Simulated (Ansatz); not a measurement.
Starting cell, LiNbO$_{3}$ (space group R-3):

```xyz
10
Lattice="2.5728 1.4854 4.6193 -2.5728 1.4854 4.6193 0.0000 -2.9708 4.6193" Properties=species:S:1:pos:R:3 pbc="T T T"
Li     0.0000     0.0000     4.9437
Li     0.0000     0.0000     8.9143
Nb     0.0000     0.0000     1.9971
Nb     0.0000     0.0000    11.8610
O     -0.8753    -1.6823     8.0222
O      0.8753     1.6823     5.8359
O     -1.0193     1.5991     8.0222
O      1.0193    -1.5991     5.8359
O      1.8945     0.0831     8.0222
O     -1.8945    -0.0831     5.8359
```

The atoms are displaced by Q × the pattern below (from a DFPT mode at Γ, largest move 1; Q in Å), at fixed cell.

```csv
atom,x,y,z
Li1,0.000,0.000,1.000
Li2,0.000,0.000,-1.000
Nb3,0.000,0.000,-0.077
Nb4,0.000,0.000,0.077
O5,0.169,0.363,-0.204
O6,-0.169,-0.363,0.204
O7,0.229,-0.328,-0.204
O8,-0.229,0.328,0.204
O9,-0.399,-0.034,-0.204
O10,0.399,0.034,0.204
```

Method: LDA (plane waves to 420 eV, PAW, scalar-relativistic; Ansatz, a first-principles code). k mesh 8×8×8 (Γ-centred), Fermi-Dirac smearing 0.05 eV. Energies are smeared free energies. LiNbO3 is run without spin polarisation. LiNbO3 was relaxed with its symmetry unable to fall. This is one of several known forms of LiNbO3; the measured ambient cells at hand have space group No. 161. ΔE is measured from the undisplaced structure.

| Q (Å) | ΔE (meV/cell) |
|---|---|
| -0.180 | 145.7 |
| -0.150 | withheld |
| -0.120 | 62.5 |
| -0.090 | 34.7 |
| -0.060 | 15.3 |
| -0.030 | 3.8 |
| 0.000 | 0.0 |
| 0.030 | 3.8 |
| 0.060 | 15.0 |
| 0.090 | 34.0 |
| 0.120 | 60.8 |
| 0.150 | 95.9 |
| 0.180 | 139.8 |

Q: Fit a polynomial form (powers 2, 3, 4) to the given rows and predict ΔE at Q = -0.150.

A: Least squares on the 12 given rows: ΔE = (4183)·Q² + (-504.5)·Q³ + (6864)·Q⁴, in meV/cell with Q in Å; root-mean-square residual 0.03 meV/cell. At -0.150 the fit gives 99.3 meV/cell; the calculation gives 99.3 meV/cell, the same to the digits shown. The quadratic term alone would give 94.1 meV/cell.

(A displaced cell: forces are minus the slopes of the energy, force constants its curvatures, and phonons follow from these.)
